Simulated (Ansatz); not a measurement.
Mo in space group P6/mmm (No. 191; Mo on 1a, Mo on 2d), a = 4.657 Å, b = 4.657 Å, c = 2.546 Å, α = 90.00°, β = 90.00°, γ = 120.00°.

Relaxed with r²SCAN.

### Question
Which orbitals make up the states near the Fermi level in r²SCAN (plane waves, PAW; program Ansatz)?

### Answer
Within 0.5 eV of the Fermi level: Mo 4d 91 %. Projections are on Löwdin-orthogonalised atomic valence shells; empty p or d shells of many metals are not among them.

### Question
Tabulate the density of states.

### Answer
States/eV per cell of 3 atoms, in 0.25 eV bins, energy from the Fermi level.

```csv
E (eV),total,Mo 4d,Mo 5s,Mo 4p
-7.50,0.00,0.00,0.00,0.00
-7.25,0.04,0.00,0.03,0.00
-7.00,0.10,0.00,0.09,0.00
-6.75,0.15,0.00,0.12,0.00
-6.50,0.19,0.00,0.16,0.00
-6.25,0.23,0.01,0.19,0.01
-6.00,0.28,0.02,0.23,0.01
-5.75,0.34,0.03,0.27,0.01
-5.50,0.51,0.13,0.34,0.01
-5.25,1.14,0.64,0.44,0.02
-5.00,2.07,1.47,0.51,0.03
-4.75,3.82,2.92,0.77,0.05
-4.50,3.72,2.94,0.67,0.05
-4.25,3.35,2.82,0.44,0.05
-4.00,3.69,3.21,0.39,0.05
-3.75,4.23,3.83,0.31,0.06
-3.50,4.48,4.07,0.31,0.07
-3.25,3.75,3.46,0.21,0.05
-3.00,3.94,3.72,0.13,0.05
-2.75,3.40,3.21,0.11,0.04
-2.50,2.24,2.09,0.09,0.03
-2.25,2.35,2.16,0.11,0.04
-2.00,3.80,3.45,0.23,0.06
-1.75,5.10,4.57,0.36,0.08
-1.50,4.20,3.83,0.24,0.05
-1.25,2.63,2.35,0.18,0.03
-1.00,2.33,2.06,0.16,0.03
-0.75,2.16,1.89,0.16,0.02
-0.50,1.98,1.72,0.16,0.02
-0.25,3.57,3.26,0.18,0.03
0.00,4.29,3.94,0.19,0.03
0.25,2.42,2.17,0.12,0.02
0.50,3.05,2.80,0.12,0.02
0.75,2.87,2.65,0.11,0.02
1.00,2.55,2.38,0.09,0.01
1.25,3.23,3.02,0.13,0.01
1.50,2.75,2.56,0.12,0.01
1.75,2.65,2.48,0.11,0.01
2.00,3.51,3.30,0.13,0.01
2.25,3.29,3.11,0.11,0.01
2.50,2.68,2.54,0.09,0.01
2.75,3.74,3.46,0.20,0.01
3.00,4.06,3.68,0.29,0.01
3.25,3.89,3.60,0.21,0.01
3.50,4.36,4.10,0.17,0.01
3.75,3.16,2.95,0.15,0.00
```

The start of the workflow was typed in or built on a structure type; neither database checked (COD, Materials Project) lists it. It is not the phase usual at ambient conditions (space group No. 229). The r²SCAN relaxation kept the symmetry of its start. At this level the phase is mechanically unstable. The run is not spin-polarised. Axis ratios of metals converge slowly with the k-mesh, so a and c are less sure than the volume. Scalar-relativistic: spin–orbit coupling is off unless named, which matters more the heavier the elements.

Potentials: the earlier of the program's two PAW sets.
